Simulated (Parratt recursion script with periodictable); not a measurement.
Neutron reflectivity of HfC on SrTiO3: from fringes to thickness

| layer, from the top | thickness (Å) | density (g/cm³) | rms roughness of its top face (Å) | ρ (10⁻⁶ Å⁻²) | ρ″ (10⁻⁶ Å⁻²) |
|---|---|---|---|---|---|
| HfC | ? | 12.332 | 4 | 5.621 | 0.01129 |
| SrTiO3 (substrate) | – | 5.086 | 2.9 | 3.516 | 3.421 × 10⁻⁴ |

ρ and ρ″ are the real and imaginary parts of the scattering length density. Vacuum lies above.

Densities are inputs, not measurements. They were set from computed cells of the Materials Project: HfC from entry mp-21075 (Fm-3m, 12.713 g/cm³, taken at 97 %); SrTiO3 from entry mp-5229 (Pm-3m, 5.086 g/cm³). A layer's crystal structure does not enter its constants, only its composition and density.

Model: specular neutron reflectivity, Parratt recursion, Névot-Croce roughness, natural isotopes, no magnetic scattering. Program: Parratt recursion script with periodictable 1.7.1.

Neutron wavelength 4.1 Å. Q is scanned from 0.004 to 0.15 Å⁻¹ in 600 evenly spaced points, and the curve is smoothed with a Gaussian of 0.001 Å⁻¹ full width. A minimum is a scan point below both neighbours, placed by a parabola through ln R at the three points.

All minima between 0.02 and 0.105 Å⁻¹: Q = 0.0233, 0.0359, 0.0503, 0.0653, 0.0805, 0.0959 Å⁻¹.

Q: Find the film thickness d from the minima.

A: For consecutive orders m, Q² = 16πρ + (2πm/d)², so u = (Q² − 16πρ)^½ rises by 2π/d from one minimum to the next. The film has 16πρ = 282.5 × 10⁻⁶ Å⁻², and u is 0.0161, 0.0317, 0.0474, 0.0631, 0.0787, 0.0944 Å⁻¹. A straight line through u against the count of the minimum has slope 0.01566 Å⁻¹, so d = 2π/slope = 401.2 Å.

The run used d = 400 Å; the estimate misses by 1.2 Å. The spacing of the first two listed minima alone, with ρ left out, gives 2π/ΔQ = 498.7 Å, 24.7 % too high.
